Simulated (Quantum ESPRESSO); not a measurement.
# Planted mistakes on one cell of Al3ZnO5F

The results below are calculated, not measured. They come from pw.x of Quantum ESPRESSO 7.5, a plane-wave density functional program, with PseudoDojo standard norm-conserving files (v0.5 for PBE, v0.4.1 for LDA and PBEsol). The cells are made up: elements, strain and atom displacements were drawn at random, and nothing was relaxed. There is no spin polarisation, spin-orbit coupling or dispersion term.

The cell has 10 sites of a corundum lattice. Sites 1 to 4 hold Al Al Zn Al; sites 5 to 10 hold O F O O O O. Cell vectors in Å: (2.474, 1.428, 4.499); (-2.474, 1.428, 4.499); (0.000, -2.857, 4.499). Settings: PBE, cutoff 1143 eV, 5 x 5 x 5 k mesh shifted by half a step, Fermi-Dirac smearing of 0.025 eV.

The intended run has a self-consistency threshold of 1e-07 eV, a smearing term of 0.000 eV, a pressure of 0.83 GPa and 11 iterations. Each further run changes one thing: all lengths scaled by 0.9845; atoms of sites 2 and 3 exchanged; cutoff 630 eV; files of LDA; k mesh 1 x 1 x 1; one electron added; smearing 0.6 eV; threshold 0.2 eV. A coarse mesh keeps the shift, and a charged cell sits in a uniform background.

| run | change of free energy (eV) | smearing term -TS (eV) | change of P (GPa) | largest change of a force component (eV/Å) | iterations |
| --- | --- | --- | --- | --- | --- |
| A | -1.316 | 0.000 | -2.83 | 0.689 | 11 |
| B | 0.049 | 0.000 | 2.29 | 0.088 | 4 |
| C | 23.318 | 0.000 | -195.59 | 0.376 | 11 |
| D | 0.155 | 0.000 | 10.02 | 0.551 | 11 |
| E | 4.145 | 0.000 | -12.05 | 0.398 | 11 |
| F | -0.054 | -0.274 | 0.58 | 0.058 | 11 |
| G | 13.314 | -0.004 | 36.73 | 0.996 | 11 |
| H | 0.229 | 0.000 | 0.49 | 3.503 | 11 |

A rerun of the intended cell at 1437 eV and k mesh 7 x 7 x 7 moved values by no more than 0.003 eV in the cell's energy, 0.03 GPa in stress and 0.002 eV/Å in force.

Question: which change belongs to which run?

## Worked reading

Run B has the fewest iterations, as a run stopped early does. Run F has the largest smearing term, as wide smearing gives. Run C has a higher energy and the largest fall in pressure, as too small a basis gives. Run D changes the volume by a factor of 0.9542; minus its pressure change over the logarithm of that factor, 214 GPa, is a rough bulk modulus with clamped atoms. Energies from files of another functional, or of a charged cell, have another zero and say nothing on stability; the pressure of a charged cell rests on the program's zero of potential too.

## Key

```
run,change
A,k mesh 1 x 1 x 1
B,threshold 0.2 eV
C,cutoff 630 eV
D,all lengths scaled by 0.9845
E,files of LDA
F,smearing 0.6 eV
G,one electron added
H,atoms of sites 2 and 3 exchanged
```